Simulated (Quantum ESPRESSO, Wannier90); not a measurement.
Wannier functions of Ni3Ge (Cu3Au type)

```yaml
crystal:
  lattice:
    - [3.53033, 0.00000, 0.00000]
    - [0.00000, 3.53033, 0.00000]
    - [0.00000, 0.00000, 3.53033]
  atoms:
    - { symbol: Ni, position: [0.50000, 0.00000, 0.50000] }
    - { symbol: Ni, position: [0.00000, 0.50000, 0.50000] }
    - { symbol: Ni, position: [0.50000, 0.50000, 0.00000] }
    - { symbol: Ge, position: [0.00000, 0.00000, 0.00000] }
```

Materials Project entry mp-21008; symmetrised, unrelaxed at this level. Not found in the COD (Crystallography Open Database) copy used; not checked further. Method: PBEsol plane waves in Quantum ESPRESSO 7.5 (PseudoDojo norm-conserving files, 79 Ry, no spin polarisation, no spin-orbit coupling), Bloch states on a 6×6×6 mesh through Γ, Wannier90 4.0.1. Density: 10×10×10 mesh, cold smearing 0.01 Ry. A non-magnetic state is assumed; magnetic ones were not tried. Spin-orbit coupling, left out, would split the p-like bands by a few tenths of an eV.

The plane-wave run has 63 bands and 68 electrons a cell. On the energy scale of pw.x, whose zero is arbitrary, the Fermi level lies at 19.33 eV.

Isolated groups of bands, relative to the Fermi level (bands from 19 on overlap up to the last one computed):

```json
[
 {"bands": "1–3", "from (eV)": "-102.86", "to (eV)": "-102.83", "filling": "filled", "weight on atomic waves": "Ni 3s 98 %"},
 {"bands": "4–12", "from (eV)": "-63.46", "to (eV)": "-63.21", "filling": "filled", "weight on atomic waves": "Ni 3p 100 %"},
 {"bands": "13–17", "from (eV)": "-24.69", "to (eV)": "-24.64", "filling": "filled", "weight on atomic waves": "Ge 3d 100 %"},
 {"bands": "18", "from (eV)": "-12.56", "to (eV)": "-9.00", "filling": "filled", "weight on atomic waves": "Ge 4s 59 %, Ni 4s 26 %, Ni 3d 7 %"}
]
```

Input w.win, without the blocks of cell, atoms and k-points (216 lines):

```
num_bands = 45
num_wann = 31
exclude_bands = 1-17
num_iter = 400
conv_tol = 1.0e-6
conv_window = 4
dis_num_iter = 600
dis_conv_tol = 1.0e-6
dis_froz_max = 20.83
write_hr = true
write_u_matrices = true
begin projections
Ni: s;p;d
Ge: s;p
end projections
mp_grid = 6 6 6
```

Task: This input has a fault. Which, and what does the program do?

Result: wannier90.x stops with:
```
w90_wannier90_readwrite_read: mismatch in w.eig
```
num_bands differs from the number of bands in the files, which is the number computed minus those excluded. Mended as below, all else unchanged, the run goes through (Ω_I = 21.7 Å²) and follows the plane-wave bands to 2.1 meV rms (states up to 1.0 eV relative to the Fermi level).
```
num_bands = 46
```
